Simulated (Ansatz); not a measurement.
Relaxed PtSe$_{2}$ (CdI2 type):

```xyz
3
Lattice="3.7391 0.0000 0.0000 -1.8696 3.2382 0.0000 0.0000 0.0000 4.6295" Properties=species:S:1:pos:R:3 pbc="T T T"
Pt     0.0000     0.0000     0.0000
Se     1.8696     1.0794     1.2600
Se     0.0000     2.1588     3.3695
```

Scan: atom 2 (Se, nearest neighbour Pt at 2.500 Å; its periodic images, 3.7 Å or more away, move with it) is displaced towards the nearest neighbour, direction (-0.748, -0.432, -0.504) in Cartesian axes, by s. The other atoms stay.

Computed with PBEsol-D3(BJ) (plane waves to 420 eV, PAW, scalar-relativistic; Ansatz, an electronic-structure program). k mesh 12×12×8 (Γ-centred), Fermi-Dirac smearing 0.05 eV. The energy includes the smearing's −TS. With partly filled bands, energies and forces of such displacements shift with the k mesh and the smearing. PtSe2 is run without spin polarisation. PtSe2 was relaxed with its symmetry unable to fall. Spin-orbit coupling is left out, though Pt is heavy. ΔE is measured from the undisplaced structure. The last digit holds for this mesh only.

```json
[
 {"s (Å)": "-0.500", "ΔE (meV/cell)": "498.8"},
 {"s (Å)": "-0.400", "ΔE (meV/cell)": "360.5"},
 {"s (Å)": "-0.300", "ΔE (meV/cell)": "237.3"},
 {"s (Å)": "-0.200", "ΔE (meV/cell)": "124.6"},
 {"s (Å)": "-0.100", "ΔE (meV/cell)": "37.3"},
 {"s (Å)": "0.000", "ΔE (meV/cell)": "0.0"},
 {"s (Å)": "0.100", "ΔE (meV/cell)": "49.4"},
 {"s (Å)": "0.200", "ΔE (meV/cell)": "227.6"},
 {"s (Å)": "0.300", "ΔE (meV/cell)": "591.3"},
 {"s (Å)": "0.400", "ΔE (meV/cell)": "1221.8"},
 {"s (Å)": "0.500", "ΔE (meV/cell)": "withheld"}
]
```

Task: Fit a polynomial form (powers 2, 3, 4) to the given rows and predict ΔE at s = 0.500.

Result: Least squares on the 10 given rows: ΔE = (4208)·s² + (6705)·s³ + (4567)·s⁴, in meV/cell with s in Å; root-mean-square residual 2.35 meV/cell. At 0.500 the fit gives 2175.6 meV/cell; the calculation gives 2238.0 meV/cell, so the extrapolation is off by -62.4 (-2.8 %). The quadratic term alone would give 1052.0 meV/cell.

(A displaced cell: forces are minus the slopes of the energy, force constants its curvatures, and phonons follow from these.)
